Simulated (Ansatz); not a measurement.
Na2CrF4, in the lowest of the structures calculated here: P2₁/c (No. 14), mP14; a = 3.3640 Å, b = 9.3359 Å, c = 5.6442 Å, α = 90.00°, β = 93.01°, γ = 90.00°; Na 4e (0.486, 0.318, 0.079); Cr 2a (0.000, 0.000, 0.000); F 4e (0.008, 0.805, 0.131); F 4e (0.427, 0.049, 0.242). Computed with r2SCAN (plane waves to 500 eV, PAW, scalar-relativistic; Ansatz, an electronic-structure program). Element references, the lowest calculated here: Cr (Im-3m, antiferromagnetic), Na (P6₃/mmc, not the ambient form), F (R-3m, a generated molecular cell); gases are represented by their molecular solids.

What is the computed formation energy of this P2₁/c form of Na2CrF4 from the elements (r2SCAN)?

-2.84 eV/atom.

Static energies, no anion corrections, no zero-point energy. Values are rounded to 0.01 eV/atom. Spin state reached: ferromagnetic (net 0.57 μB/atom); other spin orders were not run from this start. No Hubbard U is applied.
